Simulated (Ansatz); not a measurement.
Input, command and steps of an Ansatz relaxation.

```yaml
crystal:
  lattice:
    - [3.9977909786, 0.0, 0.0]
    - [-1.9988954893, 3.4621885465, 0.0]
    - [0.0, 0.0, 2.5863017262]
  atoms:
    - { symbol: Li, position: [0.3333333333, 0.6666666667, 0.5] }
    - { symbol: Li, position: [0.6666666667, 0.3333333333, 0.5] }
    - { symbol: Pd, position: [0.0, 0.0, 0.0] }
basis:
  ecutwfc: 420
kpoints:
  mp_grid: { grid: [12, 12, 16] }
hamiltonian:
  xc: pbesol
scf:
  occupations: { method: gaussian, width: 0.1 }
output:
  forces: true
  stress: true
  eigenvalues: true
relax:
  adjacent_minimum: "off"
  f_tol: 0.01
  max_steps: 30
  cell: { stress_tol: 0.1, fix: [volume] }
```

```bash
ansatz run input.yaml --threads 1 --pin off --max-ram 2560MiB --backend cpu --events-out ev --progress --plain --runs-dir out
```

Level of theory: Ansatz, DFT PBEsol, scalar-relativistic, plane waves, PAW.

The volume is held at 0.88 times that of the relaxed cell.

Of 3 frames 3 are shown, positions in Å and forces in eV/Å; the SCF threshold varies from step to step. Steps run on the plane waves of an earlier cell, with a Pulay correction in the pressure. The basis is chosen afresh for the last frame, the zero of the energies, and at times for earlier ones too; energy and pressure step there, also at an unchanged geometry.

```xyz
3
Lattice="3.9978 0.0000 0.0000 -1.9989 3.4622 0.0000 0.0000 0.0000 2.5863" Properties=species:S:1:pos:R:3:forces:R:3 pbc="T T T" step=1 free_energy_over_end_meV_per_atom=0.27 pressure_GPa=9.15
Li    0.0000    2.3081    1.2932    0.0000    0.0000    0.0000
Li    1.9989    1.1541    1.2932    0.0000    0.0000    0.0000
Pd    0.0000    0.0000    0.0000    0.0000    0.0000    0.0000
3
Lattice="3.9878 0.0000 0.0000 -1.9939 3.4535 0.0000 0.0000 0.0000 2.5993" Properties=species:S:1:pos:R:3:forces:R:3 pbc="T T T" step=2 free_energy_over_end_meV_per_atom=0.00 pressure_GPa=8.93
Li    0.0000    2.3024    1.2996    0.0000    0.0000    0.0000
Li    1.9939    1.1512    1.2996    0.0000    0.0000    0.0000
Pd    0.0000    0.0000    0.0000    0.0000    0.0000    0.0000
3
Lattice="3.9878 0.0000 0.0000 -1.9939 3.4535 0.0000 0.0000 0.0000 2.5993" Properties=species:S:1:pos:R:3:forces:R:3 pbc="T T T" step=3 free_energy_over_end_meV_per_atom=0.00 pressure_GPa=8.92
Li    0.0000    2.3024    1.2996    0.0000    0.0000    0.0000
Li    1.9939    1.1512    1.2996    0.0000    0.0000    0.0000
Pd    0.0000    0.0000    0.0000    0.0000    0.0000    0.0000
```

Time: 36 s on 1 thread of Intel(R) Xeon(R) Processor @ 2.50GHz (Skylake/Cascade Lake) (shared host), peak memory 0.41 GiB.